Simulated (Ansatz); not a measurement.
Values for one crystal, relaxed and computed with the program Ansatz at the r²SCAN level (PAW); other levels are named.

```yaml
volume_per_atom: 13.05 Å³
band_gap: 5.58 eV (indirect)
Formation energy from the elements (no fitted shifts): -3.09 eV/atom
conduction_band_minimum: on the M2–D line, 91 % of the way from M2 (k = 0.281, 0.281, 0.500) (2 equivalent valleys)
smallest_direct_gap_on_the_standard_path: 5.75 eV
valence_band_maximum: off the standard path, at k = (0.365, -0.365, -0.125)
```

Problem. Which of these materials gives this?
A) RbSc5Te8, C2/m (Pearson symbol mS28)
B) Gd2SO2, P-3m1 (Gd on 2d, O on 2d, S on 1a)
C) ZnO, wurtzite
D) Hf2P2O9, C2/m (Pearson symbol mS52)

Solution. D, Hf2P2O9, C2/m (Pearson symbol mS52)

The first step of the workflow began from a Materials Project structure, measured or hypothetical; the Crystallography Open Database copy checked does not list it. Whether it is the stable phase at ambient conditions was not checked. The cell was relaxed with r²SCAN under the symmetry of its start; its stability against distortions is not shown here. No spin polarisation was allowed. The references are the lowest solids computed at this level, not always the standard phases (solids in place of the gases). Spin–orbit coupling is left out wherever it is not named.

Potentials: the later of the program's two PAW sets.
